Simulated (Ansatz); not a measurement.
InPt3, DFT, PBEsol, PAW with Ansatz's default frozen-core files, scalar-relativistic (Ansatz 0.2.0), run on 1 thread of Intel(R) Xeon(R) 6975P-C (Granite Rapids) on a shared host.

The cell is COD entry 9009698, as deposited and not checked against the literature; nothing was relaxed. The listed cell was then made from it by scaling, straining or moving an atom.

Command: `ansatz run input.yaml --threads 1 --pin off --max-ram 4096MiB --backend cpu --events-out ev --progress --plain --runs-dir out`

```yaml
crystal:
  lattice:
    - [3.988, -0.03988, -0.03988]
    - [-0.03988, 3.988, -0.03988]
    - [-0.03988, -0.03988, 3.988]
  atoms:
    - { symbol: In, position: [0.0, 0.0, 0.0] }
    - { symbol: Pt, position: [0.5, 0.5, 0.0] }
    - { symbol: Pt, position: [0.0, 0.5, 0.5] }
    - { symbol: Pt, position: [0.5, 0.0, 0.5] }
kpoints:
  mp_grid: { grid: [10, 10, 10] }
scf:
  occupations: { method: fermi_dirac, width: 0.05 }
hamiltonian:
  xc: pbesol
  pseudopotentials: { kind: paw }
output:
  forces: true
  stress: true
  eigenvalues: true
  efg: { contact_densities: true }
  write_density: true
  write_potential: true
  elf: true
  volumetric_format: npy
```

How large is the problem that the program sets up?

116 irreducible k-points, 1261 plane waves at Γ, 41 bands.

Estimate the wall time and the peak memory.

10 s of wall time for 7 SCF iterations, with a peak of 0.6 GiB. Times on shared machines scatter by tens of per cent.

And the same cell and mesh by crystal-made all-electron datasets, asked for forces, stress, eigenvalues, efg, on the same hardware?

30 s, peak memory 1.1 GiB.
